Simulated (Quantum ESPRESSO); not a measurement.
# Nb2ZrO6F2: finding a planted mistake in a log

A calculation, not a measurement. The program is pw.x of Quantum ESPRESSO 7.5 (plane-wave density functional theory). The cell is made up: 11 atoms on a fluorite lattice with one site empty, with randomly drawn elements, strain and displacements, not relaxed. PseudoDojo standard norm-conserving files (v0.5 for PBE, v0.4.1 for LDA and PBEsol) set the functional; there is no spin polarisation, spin-orbit coupling or dispersion term, and the masses in the input are unused placeholders.

Intended input:

```
&control calculation='scf', pseudo_dir='./dojo.nc.sr.pbe.v0_5.standard.upf', outdir='./o', disk_io='medium', tprnfor=.true., tstress=.true. /
&system ibrav=0, nat=11, ntyp=4, nbnd=50, ecutwfc=84.00895049, nosym=.true., tot_charge=0,
 occupations='smearing', smearing='fd', degauss=0.0018374661
/
&electrons conv_thr=7.350e-09, electron_maxstep=60, /
ATOMIC_SPECIES
F 1.0 F.upf
Nb 1.0 Nb.upf
O 1.0 O.upf
Zr 1.0 Zr.upf
CELL_PARAMETERS angstrom
4.9558 0.0904 0.0333
0.0904 5.0212 -0.0175
0.0333 -0.0175 5.0803
ATOMIC_POSITIONS angstrom
Nb 0.0395 0.0162 0.0269
Zr 2.5778 0.1218 2.545
Nb 2.6671 2.4353 -0.0921
O 1.2356 1.2725 1.3069
F 1.2221 1.2806 3.759
F 1.2469 3.7292 1.2307
O 1.2315 3.8535 3.71
O 3.8908 1.2723 1.1388
O 3.7107 1.2157 3.8357
O 3.844 3.8328 1.2781
O 3.7416 3.7081 3.8088
K_POINTS automatic
5 4 4 1 1 1
```

The log is shortened where brackets say so; the opening notice, blank lines, dates and the lines on written files are dropped, and the path of the files is cut. It prints rydbergs, bohrs and kilobars, and counts compression as positive stress. Where no state is partly filled, the Fermi energy that it prints is only some level between the filled and the empty states on the mesh, and need not lie in the true gap.

Log of the intended run:

```
     Program PWSCF v.7.5
     Parallel version (MPI & OpenMP), running on       1 processor cores
     Number of MPI processes:                 1
     Threads/MPI process:                     1
     [start-up lines left out]
     bravais-lattice index     =            0
     lattice parameter (alat)  =       9.3669  a.u.
     unit-cell volume          =     852.7857 (a.u.)^3
     number of atoms/cell      =           11
     number of atomic types    =            4
     number of electrons       =        88.00
     number of Kohn-Sham states=           50
     kinetic-energy cutoff     =      84.0090  Ry
     charge density cutoff     =     336.0358  Ry
     scf convergence threshold =      7.3E-09
     mixing beta               =       0.7000
     number of iterations used =            8  plain     mixing
     Exchange-correlation= PBE
                           (   1   4   3   4   0   0   0)
     [axes and pseudopotential details left out]
   Cartesian axes
     site n.     atom                  positions (alat units)
         1        Nb     tau(   1) = (   0.0079690   0.0032683   0.0054270  )
         2        Zr     tau(   2) = (   0.5200599   0.0245726   0.5134427  )
         3        Nb     tau(   3) = (   0.5380758   0.4913112  -0.0185808  )
         4        O      tau(   4) = (   0.2492769   0.2567213   0.2636614  )
         5        F      tau(   5) = (   0.2465534   0.2583555   0.7583619  )
         6        F      tau(   6) = (   0.2515567   0.7523499   0.2482884  )
         7        O      tau(   7) = (   0.2484498   0.7774269   0.7484764  )
         8        O      tau(   8) = (   0.7849520   0.2566810   0.2297479  )
         9        O      tau(   9) = (   0.7486176   0.2452622   0.7738358  )
        10        O      tau(  10) = (   0.7755103   0.7732507   0.2578511  )
        11        O      tau(  11) = (   0.7548515   0.7480931   0.7684088  )
     number of k points=    40  Fermi-Dirac smearing, width (Ry)=  0.0018
                       cart. coord. in units 2pi/alat
        k(    1) = (   0.0969741   0.1220736   0.1217446), wk =   0.0500000
        k(    2) = (   0.0953189   0.1229536   0.3656779), wk =   0.0500000
     [further k points left out]
     Dense  grid:    88725 G-vectors     FFT dimensions: (  60,  60,  60)
     Estimated max dynamical RAM per process >     135.35 MB
     Initial potential from superposition of free atoms
     starting charge      87.9930, renormalised to      88.0000
     Starting wfcs are   62 randomized atomic wfcs
     total cpu time spent up to now is       23.9 secs
     per-process dynamical memory:    85.6 Mb
     Self-consistent Calculation
     iteration #  1     ecut=    84.01 Ry     beta= 0.70
     Davidson diagonalization with overlap
     ethr =  1.00E-02,  avg # of iterations =  2.0
     total cpu time spent up to now is       63.3 secs
     total energy              =    -644.61511504 Ry
     estimated scf accuracy    <       6.55695437 Ry
     iteration #  2     ecut=    84.01 Ry     beta= 0.70
     Davidson diagonalization with overlap
     ethr =  7.45E-03,  avg # of iterations =  6.0
     total cpu time spent up to now is      142.6 secs
     total energy              =    -639.80309872 Ry
     estimated scf accuracy    <      56.99263393 Ry
     [iterations 3 to 16 left out]
     iteration # 17     ecut=    84.01 Ry     beta= 0.70
     Davidson diagonalization with overlap
     ethr =  4.77E-11,  avg # of iterations =  4.5
     total cpu time spent up to now is      925.6 secs
     total energy              =    -648.16812958 Ry
     estimated scf accuracy    <       0.00000005 Ry
     iteration # 18     ecut=    84.01 Ry     beta= 0.70
     Davidson diagonalization with overlap
     ethr =  4.77E-11,  avg # of iterations =  2.2
     total cpu time spent up to now is      977.4 secs
     End of self-consistent calculation
     [lines on levels left out]
     the Fermi energy is    10.6473 ev
!    total energy              =    -648.16812958 Ry
     estimated scf accuracy    <          3.1E-09 Ry
     smearing contrib. (-TS)   =      -0.00000000 Ry
     internal energy E=F+TS    =    -648.16812958 Ry
     The total energy is F=E-TS. E is the sum of the following terms:
     one-electron contribution =    -167.84895477 Ry
     hartree contribution      =     134.76113156 Ry
     xc contribution           =    -144.14056955 Ry
     ewald contribution        =    -470.93973683 Ry
     convergence has been achieved in  18 iterations
     Forces acting on atoms (cartesian axes, Ry/au):
     atom    1 type  2   force =    -0.02631304   -0.10973133    0.02698955
     atom    2 type  4   force =     0.00308040   -0.10352949   -0.05129777
     atom    3 type  2   force =     0.09404962    0.11785581    0.01095494
     atom    4 type  3   force =     0.07109059   -0.05608972   -0.10100518
     atom    5 type  1   force =     0.00600344    0.04358593    0.04340155
     atom    6 type  1   force =     0.03579663    0.01612442   -0.03100579
     atom    7 type  3   force =     0.02571866    0.05541035    0.08638480
     atom    8 type  3   force =    -0.09776875    0.04785534   -0.01201289
     atom    9 type  3   force =    -0.00551508   -0.01340965    0.01945654
     atom   10 type  3   force =    -0.04834909    0.02033088   -0.07547727
     atom   11 type  3   force =    -0.05779339   -0.01840257    0.08361154
     Total force =     0.342482     Total SCF correction =     0.000176
     Computing stress (Cartesian axis) and pressure
          total   stress  (Ry/bohr**3)                   (kbar)     P=      -58.29
  -0.00019507  -0.00027985   0.00009185          -28.70      -41.17       13.51
  -0.00027985  -0.00043305   0.00035635          -41.17      -63.70       52.42
   0.00009185   0.00035635  -0.00056069           13.51       52.42      -82.48
     init_run     :     22.35s CPU     23.69s WALL (       1 calls)
     electrons    :    907.46s CPU    953.57s WALL (       1 calls)
     forces       :      6.12s CPU      6.18s WALL (       1 calls)
     stress       :     20.57s CPU     20.66s WALL (       1 calls)
     [timing details left out]
     PWSCF        :  15m56.99s CPU  16m45.28s WALL
     JOB DONE.
```

A second run was made from an input with one planted mistake. Its log:

```
     Program PWSCF v.7.5
     Parallel version (MPI & OpenMP), running on       1 processor cores
     Number of MPI processes:                 1
     Threads/MPI process:                     1
     [start-up lines left out]
     bravais-lattice index     =            0
     lattice parameter (alat)  =       9.3669  a.u.
     unit-cell volume          =     852.7857 (a.u.)^3
     number of atoms/cell      =           11
     number of atomic types    =            4
     number of electrons       =        88.00
     number of Kohn-Sham states=           50
     kinetic-energy cutoff     =      84.0090  Ry
     charge density cutoff     =     336.0358  Ry
     scf convergence threshold =      5.9E-03
     mixing beta               =       0.7000
     number of iterations used =            8  plain     mixing
     Exchange-correlation= PBE
                           (   1   4   3   4   0   0   0)
     [axes and pseudopotential details left out]
   Cartesian axes
     site n.     atom                  positions (alat units)
         1        Nb     tau(   1) = (   0.0079690   0.0032683   0.0054270  )
         2        Zr     tau(   2) = (   0.5200599   0.0245726   0.5134427  )
         3        Nb     tau(   3) = (   0.5380758   0.4913112  -0.0185808  )
         4        O      tau(   4) = (   0.2492769   0.2567213   0.2636614  )
         5        F      tau(   5) = (   0.2465534   0.2583555   0.7583619  )
         6        F      tau(   6) = (   0.2515567   0.7523499   0.2482884  )
         7        O      tau(   7) = (   0.2484498   0.7774269   0.7484764  )
         8        O      tau(   8) = (   0.7849520   0.2566810   0.2297479  )
         9        O      tau(   9) = (   0.7486176   0.2452622   0.7738358  )
        10        O      tau(  10) = (   0.7755103   0.7732507   0.2578511  )
        11        O      tau(  11) = (   0.7548515   0.7480931   0.7684088  )
     number of k points=    40  Fermi-Dirac smearing, width (Ry)=  0.0018
                       cart. coord. in units 2pi/alat
        k(    1) = (   0.0969741   0.1220736   0.1217446), wk =   0.0500000
        k(    2) = (   0.0953189   0.1229536   0.3656779), wk =   0.0500000
     [further k points left out]
     Dense  grid:    88725 G-vectors     FFT dimensions: (  60,  60,  60)
     Estimated max dynamical RAM per process >     135.35 MB
     Initial potential from superposition of free atoms
     starting charge      87.9930, renormalised to      88.0000
     Starting wfcs are   62 randomized atomic wfcs
     total cpu time spent up to now is       20.5 secs
     per-process dynamical memory:    78.3 Mb
     Self-consistent Calculation
     iteration #  1     ecut=    84.01 Ry     beta= 0.70
     Davidson diagonalization with overlap
     ethr =  1.00E-02,  avg # of iterations =  2.0
     total cpu time spent up to now is       49.9 secs
     total energy              =    -644.61511504 Ry
     estimated scf accuracy    <       6.55695437 Ry
     iteration #  2     ecut=    84.01 Ry     beta= 0.70
     Davidson diagonalization with overlap
     ethr =  7.45E-03,  avg # of iterations =  6.0
     total cpu time spent up to now is      102.2 secs
     total energy              =    -639.80309872 Ry
     estimated scf accuracy    <      56.99263393 Ry
     [iterations 3 to 7 left out]
     iteration #  8     ecut=    84.01 Ry     beta= 0.70
     Davidson diagonalization with overlap
     ethr =  2.35E-05,  avg # of iterations =  1.7
     total cpu time spent up to now is      408.3 secs
     total energy              =    -648.16750455 Ry
     estimated scf accuracy    <       0.01567519 Ry
     iteration #  9     ecut=    84.01 Ry     beta= 0.70
     Davidson diagonalization with overlap
     ethr =  1.78E-05,  avg # of iterations =  2.0
     total cpu time spent up to now is      454.3 secs
     End of self-consistent calculation
     [lines on levels left out]
     the Fermi energy is    10.6099 ev
!    total energy              =    -648.16401919 Ry
     estimated scf accuracy    <       0.00476497 Ry
     smearing contrib. (-TS)   =      -0.00000000 Ry
     internal energy E=F+TS    =    -648.16401919 Ry
     The total energy is F=E-TS. E is the sum of the following terms:
     one-electron contribution =    -168.00825206 Ry
     hartree contribution      =     134.90170887 Ry
     xc contribution           =    -144.11773918 Ry
     ewald contribution        =    -470.93973683 Ry
     convergence has been achieved in   9 iterations
     Forces acting on atoms (cartesian axes, Ry/au):
     atom    1 type  2   force =    -0.02317937   -0.11051139    0.02600225
     atom    2 type  4   force =     0.00043622   -0.10067302   -0.05122028
     atom    3 type  2   force =     0.09366533    0.11750722    0.01052057
     atom    4 type  3   force =     0.07242181   -0.05596409   -0.10118121
     atom    5 type  1   force =     0.00645447    0.04391222    0.04433005
     atom    6 type  1   force =     0.03550230    0.01620259   -0.03248933
     atom    7 type  3   force =     0.02463905    0.05435724    0.08780305
     atom    8 type  3   force =    -0.09717743    0.04991003   -0.01315246
     atom    9 type  3   force =    -0.00571309   -0.01246119    0.02114067
     atom   10 type  3   force =    -0.04756879    0.02097695   -0.07815864
     atom   11 type  3   force =    -0.05948048   -0.02325655    0.08640534
     Total force =     0.344056     Total SCF correction =     0.160781
     SCF correction compared to forces is large: reduce conv_thr to get better values
     Computing stress (Cartesian axis) and pressure
          total   stress  (Ry/bohr**3)                   (kbar)     P=      -39.31
  -0.00007654  -0.00026461   0.00009080          -11.26      -38.93       13.36
  -0.00026461  -0.00032251   0.00034047          -38.93      -47.44       50.09
   0.00009080   0.00034047  -0.00040262           13.36       50.09      -59.23
     init_run     :     19.07s CPU     20.35s WALL (       1 calls)
     electrons    :    426.42s CPU    433.78s WALL (       1 calls)
     forces       :      9.98s CPU     10.07s WALL (       1 calls)
     stress       :     32.02s CPU     32.14s WALL (       1 calls)
     [timing details left out]
     PWSCF        :   8m 7.89s CPU   8m17.09s WALL
     JOB DONE.
```

Question: what was wrong in the second input?

Answer: the self-consistency threshold is too loose. The input lines that differ, file-writing options aside:

```
- &electrons conv_thr=7.350e-09, electron_maxstep=60, /
+ &electrons conv_thr=5.880e-03, electron_maxstep=60, /
```

```
                                            intended run  run with the mistake
                          free energy (eV)     -8818.777             -8818.721
                    smearing term -TS (eV)        0.0000                0.0000
                            pressure (GPa)         -5.83                 -3.93
            largest force component (eV/Å)         3.030                 3.021
largest change of a force component (eV/Å)                               0.125
                                iterations            18                     9
```

For scale, a rerun of the intended cell at a cutoff of 1467 eV and k mesh 7 x 6 x 6 moved values by no more than 0.003 eV in energy, 0.05 GPa in stress and 0.004 eV/Å in force.